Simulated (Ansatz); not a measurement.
C:
Space group P6₁22 (No. 178); a = 3.5715 Å, b = 3.5715 Å, c = 3.3769 Å, α = 90.00°, β = 90.00°, γ = 120.00°

```
atom  site  symmetry       x       y       z
----  ----  --------  ------  ------  ------
C       6b       ..2  0.4652  0.2326  0.0833
```

Relaxed at zero pressure with PBE (plane waves, PAW; program Ansatz).

**Question.** The volume is raised by 9 % and shape and atoms relax at that volume. What pressure results, and how do the axes share the change?

**Answer.** -28.3 GPa; a 2.8 %, b 2.8 %, c 3.1 %; the energy rises by 53 meV/atom.

**Question.** Give the new structure.

**Answer.** 
Space group P6₁22 (No. 178); a = 3.672 Å, b = 3.672 Å, c = 3.482 Å, α = 90.00°, β = 90.00°, γ = 120.00°

| atom | site | symmetry | x | y | z |
|---|---|---|---|---|---|
| C | 6b | ..2 | 0.4678 | 0.2339 | 0.0833 |

The phase is kept; no other phase was compared at this pressure.

Space group P6_122. The start of the workflow was typed in or built on a structure type; neither database checked (COD, Materials Project) lists it. It is not the phase usual at ambient conditions (space group No. 194, 227). The cell was relaxed with PBE under the symmetry of its start; whether a distortion lowers the energy is not shown.

Potentials: the earlier of the program's two PAW sets.
